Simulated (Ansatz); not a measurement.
Mg (hcp, Mg type)

```
Mg
1.0
    3.17308     0.00000     0.00000
   -1.58654     2.74797     0.00000
    0.00000     0.00000     5.18247
Mg
2
Direct
  0.33333   0.66667   0.75000
  0.66667   0.33333   0.25000
```

Equation-of-state scan: isotropic scaling of the cell above, V₀ being its volume. Symmetry pins the atoms to their sites.

These are r2SCAN (plane waves to 500 eV, PAW, scalar-relativistic; Ansatz, a quantum-chemistry and plane-wave program) values and carry that method's errors. k mesh 18×18×10 (Γ-centred), Fermi-Dirac smearing 0.05 eV. Energies are smeared free energies. With the shape held, the modulus is that of even scaling; a crystal free to change shape is softer. Mg was relaxed with its symmetry unable to fall. ΔE is measured from the relaxed starting cell. The last digit holds for this mesh only.

```tsv
V (Å³/atom)	ΔE (meV/atom)
18.979	93.6
19.883	48.7
20.787	20.0
21.691	4.6
22.594	0.0
23.498	4.4
24.402	16.1
25.306	33.9
26.209	56.6
```

**Question.** What is the fitted pressure derivative B₀′?

**Answer.** 3.9.

**Question.** What bulk modulus at fixed cell shape B₀ follows from a third-order Birch-Murnaghan fit?

**Answer.** 39.6 GPa. Check by three points about V = 22.594 Å³/atom, step 1.808: d²E/dV² ≈ (20 − 2·0 + 16) meV / 1.808² = 0.0110 eV/Å⁶, and V·d²E/dV² × 160.2 = 39.9 GPa.

(Under strain, the slope of the energy per volume gives the stress and its curvature an elastic modulus.)
